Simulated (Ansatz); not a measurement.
Zone-centre phonons of BP at -3 GPa: input and output

Theory: DFT LDA, scalar-relativistic, plane waves, PAW (Ansatz 0.2.0).

Launched with:
```bash
ansatz run input.yaml --threads 1 --pin off --max-ram 3072MiB --backend cpu --events-out ev --progress --plain --runs-dir out
```

Input (bare energies are in eV):
```yaml
crystal:
  lattice:
    - [0.0, 2.2584893883, 2.2584893883]
    - [2.2584893883, 0.0, 2.2584893883]
    - [2.2584893883, 2.2584893883, 0.0]
  atoms:
    - { symbol: B, position: [0.0, 0.0, 0.0] }
    - { symbol: P, position: [0.75, 0.75, 0.75] }
basis:
  ecutwfc: 420
kpoints:
  mp_grid: { grid: [10, 10, 10] }
hamiltonian:
  xc: lda
scf:
  occupations: { method: fixed }
output:
  eigenvalues: true
phonons:
  method: dfpt
  dielectric: true
  rigid_motions: translations
  eigenvectors: true
```

Results section of the output:
```
--- Phonons (Γ-DFPT): 2 representative perturbations + reference, on 171 of 1000 k-points (Σ response iterations 6) ---
  k mesh reduced under 4 symmetry operations, with k and −k counted as one. Each operation leaves every solved perturbation unchanged. A smaller set is not considered because the run solves the response ...
  ASR residual: 2.188e-4 → 0.000e0 eV/Å²; symmetrization residual: 1.236e-7 eV/Å²
  ASR residual per site (eV/Å²): 2.19e-4 9.43e-5
  Γ frequencies (cm⁻¹): 0.00 0.00 0.00 806.20 806.20 806.20
  ε∞ (high-frequency dielectric tensor):
        9.188437    -0.000000     0.000000
       -0.000000     9.188437     0.000000
        0.000000     0.000000     9.188437
  ε⁰ (static dielectric tensor: ions relaxed, cell fixed):
        9.327657    -0.000000     0.000000
       -0.000000     9.327657     0.000000
        0.000000     0.000000     9.327657
  ε⁰ − ε∞ (ionic part):
        0.139221     0.000000     0.000000
        0.000000     0.139221     0.000000
        0.000000     0.000000     0.139221
  softest optical mode at Γ: 806.20 cm⁻¹; the repairs (sum rule, projections) moved no ω² at Γ by more than (2.35 cm⁻¹)²
  Born effective charges Z* (e; rows j = field, columns β = displacement):
    site 0:
        -0.58268   -0.00000    0.00000
        -0.00000   -0.58268    0.00000
        -0.00000   -0.00000   -0.58268
    site 1:
         0.58268    0.00000   -0.00000
         0.00000    0.58268   -0.00000
         0.00000    0.00000    0.58268
  Z* charge neutrality: 8.843e-5 e pre-enforcement
  solved inside a basis spanned on kpoints, on 10×10×10 k-points, its susceptibility summed on 14×14×14: ε∞ is read to err by 2.7e-2, Z* by 5.6e-3 e (field_mesh: kpoints solves on kpoints); Z* is corrected for ...
  optical modes at Γ without the LO–TO term, one row a degenerate level:
      ω (cm⁻¹) modes IR ((D/Å)²/amu)
        806.20      3             2.9325
  optical modes at Γ + LO–TO along q̂ = [1.0000, 0.0000, 0.0000]:
      ω (cm⁻¹) modes IR ((D/Å)²/amu)
        806.20      2             1.9550
        812.28      1             0.9775
  optical modes at Γ + LO–TO along q̂ = [0.0000, 1.0000, 0.0000]:
      ω (cm⁻¹) modes IR ((D/Å)²/amu)
        806.20      2             1.9550
        812.28      1             0.9775
  optical modes at Γ + LO–TO along q̂ = [0.0000, 0.0000, 1.0000]:
      ω (cm⁻¹) modes IR ((D/Å)²/amu)
        806.20      2             1.9550
        812.28      1             0.9775
```

It took 23 s on 1 thread of Intel(R) Xeon(R) Platinum 8375C CPU @ 2.90GHz (Ice Lake), with other jobs on the host, peak memory 0.5 GiB.